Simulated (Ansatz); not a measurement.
WC (CsCl type, Pm-3m), DFT-PBE in the program Ansatz with PAW potentials, all energies at zero smearing, with the estimated change up to a 700 eV cutoff added, with one set of potentials and settings (totals compare only within such a set). Cell of 2 atoms (1 W, 1 C): -10634.255 eV.

```csv
element,reference phase,E (eV/atom)
W,"Im-3m, 1 atoms in the cell",-10384.8193
C,"P6_3/mmc, 4 atoms in the cell",-250.9479
```

Formation energy per atom, worked out: (-10634.255 − 1×(-10384.8193) − 1×(-250.9479))/2 = 0.756 eV/atom (73 kJ per mol of atoms), at 0 K, without zero-point energy or fitted corrections.

A made-up cell: these elements were put on the sites of a structure type; neither database checked (COD, Materials Project) lists it. It is not the phase usual at ambient conditions (space group No. 187). Symmetry was held in the PBE relaxation; whether a distortion lowers the energy is not shown. No spin polarisation was allowed. The references are the lowest solids computed at this level, not always the standard phases. Scalar-relativistic: spin–orbit coupling is off unless named, which matters more the heavier the elements.

Potentials: the later of the program's two PAW sets.
